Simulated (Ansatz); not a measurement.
Input and output of a relaxation of cell and atoms on Cd3GeTe4 in the borrowed Li3SbS4 type (No. 121) (Ansatz, r2SCAN+rVV10). It starts from the PBEsol relaxation's end cell.

input.yaml:
```yaml
crystal:
  lattice:
    - [-3.27499801, 3.27499801, 6.5336634077]
    - [3.27499801, -3.27499801, 6.5336634077]
    - [3.27499801, 3.27499801, -6.5336634077]
  atoms:
    - { symbol: Cd, position: [0.5, 0.5, 0.0] }
    - { symbol: Cd, position: [0.75, 0.25, 0.5] }
    - { symbol: Cd, position: [0.25, 0.75, 0.5] }
    - { symbol: Ge, position: [0.0, 0.0, 0.0] }
    - { symbol: Te, position: [0.6187321978, 0.1276815749, 0.0] }
    - { symbol: Te, position: [0.1276815749, 0.6187321978, 0.0] }
    - { symbol: Te, position: [0.3812678022, 0.3812678022, 0.5089493771] }
    - { symbol: Te, position: [0.8723184251, 0.8723184251, 0.4910506229] }
kpoints:
  mp_grid: { grid: [6, 6, 6] }
hamiltonian:
  xc: r2scan
  dispersion: rvv10
scf:
  occupations: { method: fermi_dirac, width: 0.03 }
relax:
  f_tol: 0.01
  cell: {}
  max_steps: 120
```

Command: `ansatz run input.yaml --threads 4 --pin off --max-ram 4608MiB --backend cpu --events-out ev --progress --plain --runs-dir out`. Wall time 3.1 min on 4 threads of Arm Neoverse V1, on a shared host; peak host memory 2.5 GiB.

Problem. Predict the output.

Solution. What the program printed (shortened):
```
Functional definition: r2SCAN+rVV10
Crystal: 8 atoms, lattice volume = 280.310 Å³
Basis set: ecut = 500 eV, 7115 PW (Γ)
Bands: 83, of which v1, the nominal top of the filled ones, is band 69 counted from 1 (68 counted from 0)
Symmetry: 8 space group operations
Space group: I-42m (ITA 121)
k-points: 30 of 216 (time reversal used)
rVV10 density: all electrons in the spheres
relax step 1: F+E_penalty+E_count = -57074.30930122 eV  max|allowed force component| = 6.419e-3 eV/Å  Δτ_max = 0.0000 Å  P = +0.499 GPa  Ω = 280.310 Å³
relax step 2: F+E_penalty+E_count = -57074.31050224 eV  max|allowed force component| = 1.244e-2 eV/Å  Δτ_max = 0.0032 Å  P = -0.352 GPa  Ω = 286.256 Å³
relax step 3: F+E_penalty+E_count = -57074.31388456 eV  max|allowed force component| = 3.876e-4 eV/Å  Δτ_max = 0.0024 Å  P = -0.008 GPa  Ω = 283.776 Å³
relax step 4: F+E_penalty+E_count = -57074.31460758 eV  max|allowed force component| = 4.072e-4 eV/Å  Δτ_max = 0.0000 Å  P = -0.006 GPa  Ω = 283.776 Å³  (SCF on a basis re-selected at this cell)
SCF converged after 6 iterations
Free energy (F): -57074.314608 eV
Fermi energy:    7.638443 eV
--- Stress (GPa, compression-positive) ---
       -0.009738       0.000000       0.000000
        0.000000      -0.009738       0.000000
        0.000000       0.000000       0.001972
  P = ⅓ Tr σ = -0.0058 GPa (-0.058 kbar)
--- Relaxed structure (3 steps of the walk, 3 accepted, 1 SCFs on fresh bases) ---
  F+E_penalty+E_count = -57074.31460758 eV   max|allowed force component| = 4.072e-4 eV/Å
  cell:  # Å, volume = 283.7761 Å³
    - [-3.287410, 3.287410, 6.564600]
    - [3.287410, -3.287410, 6.564600]
    - [3.287410, 3.287410, -6.564600]
  atoms:
    - { symbol: Cd, position: [0.500000, 0.500000, 0.000000] }
    - { symbol: Cd, position: [0.750000, 0.250000, 0.500000] }
    - { symbol: Cd, position: [0.250000, 0.750000, 0.500000] }
    - { symbol: Ge, position: [0.000000, 0.000000, 0.000000] }
    - { symbol: Te, position: [0.618839, 0.127660, 0.000000] }
    - { symbol: Te, position: [0.127660, 0.618839, 0.000000] }
    - { symbol: Te, position: [0.381161, 0.381161, 0.508821] }
    - { symbol: Te, position: [0.872340, 0.872340, 0.491179] }
```
Only the leading digits can be foreseen; the rest is this run's record.

In 3 steps the volume changed by +1.2 %; between the first SCF and the last, each on a basis chosen for its cell, the energy fell by 0.7 meV an atom. Final cell: it is tetragonal, I-42m (No. 121); conventional cell a = 6.575 Å, c = 13.129 Å, 35.47 Å³ an atom. Cd is surrounded by 4 Te at 2.83 Å; Ge is surrounded by 4 Te at 2.89 Å; Te is surrounded by 3 Cd at 2.83 Å and 1 Ge at 2.89 Å.

No spin polarisation. The prototype was imposed, so other structures may be more stable.
